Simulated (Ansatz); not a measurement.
Phonon spectrum of HfSi₂O₆

All numbers below come from Ansatz, DFT PBE, scalar-relativistic, plane waves, PAW. Plane waves to 420 eV; Γ-centred k mesh 6×6×4; fixed occupations. No spin polarisation. Phonons by linear response, acoustic sum rule imposed.

Equilibrium structure at this level:
```
CELL_PARAMETERS angstrom
4.95496 -2.50416 0.01343
4.95496 2.50416 0.01343
-0.19518 0.00000 5.87741
ATOMIC_POSITIONS crystal
Hf 0.45915 0.54085 0.50000
Si 0.01488 0.47898 0.84486
Si 0.52102 0.98512 0.15514
O 0.57153 0.20762 0.29741
O 0.84736 0.69230 0.06933
O 0.79238 0.42847 0.70259
O 0.37167 0.87403 0.31734
O 0.30770 0.15264 0.93067
O 0.12597 0.62833 0.68266
```

The cell was found from a structure generator's guess, not taken from experiment. Spin–orbit coupling is left out, which matters for heavy elements. The q mesh is coarse, so values between its points are rough.

Force constants from linear response on a 2×2×1 q mesh.

Path: Γ–C | C2–Y2–Γ–M2–D | D2–A–Γ | L2–Γ–V2. Only the points of the 2×2×1 mesh were computed; the rest is interpolation, which is rough on so few points. On the mesh no mode is imaginary. Distance along the path (Å⁻¹), then the branches (cm⁻¹, negative for imaginary; the LO field is included):
```
0.000  0 0 0 71 110 166 193 194 220 241 327 335 345 361 401 452 518 570 572 645 745 898 922 926 1052 1055 1106
0.197  15 28 42 82 107 164 187 211 222 237 323 338 348 365 400 446 506 571 573 651 742 899 923 926 1050 1058 1104
0.394  37 54 63 103 106 163 174 222 226 256 316 338 352 375 398 437 479 568 579 669 732 902 926 928 1047 1063 1099
0.591  47 66 85 106 131 160 168 199 226 300 302 332 353 380 393 440 456 564 583 697 709 906 928 935 1050 1068 1088
0.788  56 67 110 114 147 150 170 185 221 271 322 323 352 378 388 448 462 560 586 676 724 910 924 951 1061 1063 1077
0.846  59 67 110 120 146 149 170 187 217 260 321 322 354 377 387 447 471 558 586 667 731 910 922 958 1060 1063 1078
0.963  62 68 107 131 139 146 175 193 204 246 319 319 358 376 385 442 490 556 586 652 741 911 917 971 1050 1059 1088
1.079  55 66 106 133 133 149 180 187 199 243 314 317 362 376 384 433 508 554 585 645 746 911 914 983 1039 1055 1100
1.196  43 64 107 129 132 156 175 182 203 244 311 317 364 376 382 426 518 552 584 643 749 910 911 991 1030 1053 1107
1.334  40 60 106 123 131 162 171 184 203 244 311 318 363 377 383 424 520 552 583 642 749 910 911 992 1029 1053 1108
1.492  24 47 88 104 131 161 178 191 207 246 313 326 359 376 388 424 520 552 582 640 748 909 911 992 1035 1054 1104
1.651  -26 36 56 86 122 162 184 197 217 245 320 334 355 374 395 424 520 551 578 637 747 909 911 993 1045 1054 1098
1.810  -19 14 23 73 112 165 190 196 228 240 326 337 351 373 400 424 521 550 575 634 746 908 911 993 1055 1055 1091
1.889  0 0 0 71 110 165 193 193 226 238 328 337 352 383 401 424 519 550 575 634 745 908 922 993 1023 1057 1107
2.093  -22 24 44 79 118 166 187 190 212 247 325 336 351 381 398 425 524 551 578 632 745 908 923 993 1023 1055 1105
2.297  -26 18 83 96 136 159 176 184 208 250 316 334 350 380 386 426 533 554 590 629 746 908 928 993 1023 1054 1097
2.502  -67 -22 104 126 146 158 171 186 205 252 303 330 349 369 385 428 538 558 605 625 746 909 938 993 1019 1056 1084
2.706  -87 -30 119 130 135 173 176 195 199 249 296 328 347 364 386 429 538 560 612 623 746 909 946 993 1017 1055 1079
2.825  -86 11 115 131 139 169 178 197 198 247 298 328 346 365 388 428 528 560 610 629 748 911 946 987 1016 1059 1077
2.943  -84 48 107 133 147 164 184 197 201 244 304 329 344 366 392 428 504 562 605 646 752 915 945 972 1017 1067 1074
3.062  -80 64 97 136 145 164 190 196 208 246 313 326 344 368 395 428 475 564 596 670 750 920 946 954 1019 1071 1074
3.181  -72 71 88 138 141 160 190 198 208 263 318 326 344 373 394 433 446 567 585 696 740 923 939 949 1022 1071 1077
3.278  -62 73 83 132 144 154 186 203 204 282 308 338 344 378 390 426 441 570 576 717 725 922 928 954 1026 1071 1077
3.473  -36 66 85 117 146 147 174 196 208 281 315 340 361 380 386 410 464 560 574 687 746 916 917 964 1040 1072 1072
3.668  -23 54 87 104 140 146 161 192 209 258 337 341 363 381 384 419 498 550 577 648 755 911 911 976 1041 1063 1086
3.863  -32 43 52 99 140 149 155 188 210 249 345 346 360 384 385 426 528 544 578 624 749 906 909 990 1031 1047 1113
4.027  -36 40 43 98 137 153 156 189 210 248 345 346 360 382 388 427 532 544 578 621 747 906 909 993 1028 1045 1118
4.161  -30 33 38 91 125 159 167 193 210 247 342 344 358 378 394 426 531 545 577 625 748 906 909 993 1020 1050 1119
4.294  -22 22 27 80 115 163 180 198 213 244 338 340 356 376 398 425 529 548 575 630 749 906 909 993 1012 1054 1121
4.428  -13 7 14 72 111 165 191 198 218 239 334 337 354 375 400 424 528 550 573 633 750 907 908 993 1008 1056 1122
4.495  -23 60 69 122 142 170 181 188 216 286 305 339 348 378 389 421 447 571 573 712 730 908 934 956 1031 1065 1084
4.714  15 47 76 116 142 165 179 193 212 273 313 339 354 374 389 420 465 564 578 684 744 908 931 955 1036 1064 1086
4.933  10 46 70 100 128 160 179 200 218 250 320 348 351 373 392 430 494 558 580 651 748 907 925 954 1042 1060 1095
5.153  -10 30 41 82 112 164 188 199 216 242 326 340 353 368 399 438 514 559 576 638 746 906 922 952 1039 1057 1106
5.372  0 0 0 71 110 166 193 194 221 239 328 336 350 368 401 441 520 559 574 638 746 906 921 950 1037 1056 1111
5.460  -7 12 22 74 110 165 192 197 222 240 326 336 347 363 401 446 517 565 574 642 745 901 916 943 1052 1056 1103
5.636  17 32 54 89 111 162 186 214 224 235 323 336 350 368 399 442 503 565 576 648 742 902 918 944 1051 1059 1100
5.811  31 46 74 104 123 155 183 213 224 254 318 337 350 375 395 438 482 564 580 664 732 905 921 942 1051 1064 1093
5.987  37 56 75 122 135 150 179 205 219 284 314 339 344 378 395 435 466 563 581 689 714 907 925 939 1050 1071 1086
```
